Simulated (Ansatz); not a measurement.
## C: computed property card

C:
Space group Pm-3m (No. 221); a = 1.749 Å, b = 1.749 Å, c = 1.749 Å, α = 90.00°, β = 90.00°, γ = 90.00°

```
atom  site  symmetry       x       y       z
----  ----  --------  ------  ------  ------
C       1a      m-3m  0.0000  0.0000  0.0000
```

Space group Pm-3m (No. 221), simple cubic; conventional cell a = b = c = 1.749 Å, α = β = γ = 90.00°.

Method: LDA in the plane-wave PAW code Ansatz. Geometry: relaxed at this level of theory. Other levels are named where they apply.

**Cell and energy**

* **Volume per atom**: 5.35 Å³
* **Density**: 3.73 g/cm³

**Electronic structure**

Electronic character: metallic (no gap)
Density of states at the Fermi level: 0.25 states/eV per atom (mean over ±0.08 eV)

**Mechanics**

- Elastic constants (relaxed ions, GPa): C11 = 403, C12 = 348, C44 = 459
- Mechanical stability: stable (all eigenvalues of C positive)

The start of the workflow was typed in or built on a structure type; neither database checked (COD, Materials Project) lists it. It is not the phase usual at ambient conditions (space group No. 194, 227). The LDA relaxation kept the symmetry of its start; its stability against distortions is not shown here. The volume moved by -28 % from the start of the relaxation. As this level gives no gap, shear constants depend on the k-mesh and smearing (Fermi–Dirac, 0.1 eV here).

Potentials: the earlier of the program's two PAW sets.
